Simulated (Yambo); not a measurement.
## GaN: sweep of GW parameters

G0W0@PBE for GaN (zinc blende, space group F-43m, No. 216) in Yambo. Reference settings: 6×6×6 Γ-centred k mesh, bands 5 to 146 and a 18 Ry block in the screening, 146 bands in G with the Bruneval-Gonze terminator, plasmon pole fitted at 27.2 eV. The PBE gap Γ → Γ on this mesh is 1.79 eV; G0W0 gaps are taken between the same points.

```tsv
change from the reference	G0W0 gap Γ → Γ (eV)	shift of the valence edge (eV)	rough Yambo cost
reference settings	2.74	-0.67	1
77 bands in W, 77 bands in G	2.76	-0.60	within a factor of two
77 bands in G	2.76	-0.71	–
11 Ry block	2.72	-0.62	within a factor of two
no terminator	2.68	-0.58	–
```

The reference isn't shown to be the converged limit. Costs are rough (shared machines), scaled to the same edge states, and given only for runs that recompute the screening.

Spin-orbit splittings are left out.

Geometry relaxed with PBEsol; primitive cell a = 3.182 Å, b = 3.182 Å, c = 3.182 Å, α = 60.00°, β = 60.00°, γ = 60.00°.

This is not the ordinary phase of the substance; no match was found in the copy of COD used, and its stability was not checked.

A shift is the quasiparticle energy of the state minus its PBE energy.

The potentials are those of PseudoDojo's stringent table.
